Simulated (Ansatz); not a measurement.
A geometry of Sb away from equilibrium: step 2 of the relaxation of a relaxed Sb cell, doubled along one cell vector, shaken by Gaussian noise of σ = 0.08 Å a coordinate. All values below come from PBEsol (plane waves to 420 eV, PAW, scalar-relativistic; Ansatz, a quantum-chemistry and plane-wave program). Γ-centred k-mesh 7×4×5 on the run's cell (coarser than for final values), Fermi–Dirac smearing 0.05 eV.

```xyz
8
Lattice="5.1854 -0.0199 -0.0187 -5.2198 8.9935 0.0081 -0.0229 -0.0075 6.3090" Properties=species:S:1:pos:R:3:forces:R:3 pbc="T T T" free_energy=-51263.584 pressure_GPa=0.3
Sb     0.0540     3.0354     0.2087   -0.0796   -0.1349   -0.1795
Sb    -2.6208     7.5112     0.1205   -0.1120    0.0493   -0.0098
Sb     2.6066     1.5173     3.3043   -0.1413    0.0221    0.1302
Sb     0.0367     6.0350     3.3484   -0.1263   -0.0725   -0.0545
Sb     2.6106     1.5305     6.2020    0.0803   -0.0973   -0.1513
Sb    -0.0816     5.9642     6.2216    0.1120    0.1806   -0.1066
Sb    -0.0317     3.0292     3.0442    0.1505    0.0694    0.1551
Sb    -2.5866     7.5309     2.9664    0.1165   -0.0168    0.2164
```

Positions in Å, forces in eV/Å, free energy of the cell in eV (comparable only within this code, potentials and settings). Largest force: 0.25 eV/Å, on Sb1, Sb6, Sb8 (atoms numbered as listed); the geometry lies 0.22 eV/atom above the end of its relaxation.

No spin polarisation in the result.

Of the parent cell (P6₃/mmc (No. 194)): it is a generated cell of Sb: the first start was made by placing the elements on the sites of a structure type, and the end was not matched to a known phase here, so it may be hypothetical. Known forms of Sb include space group No. 166.
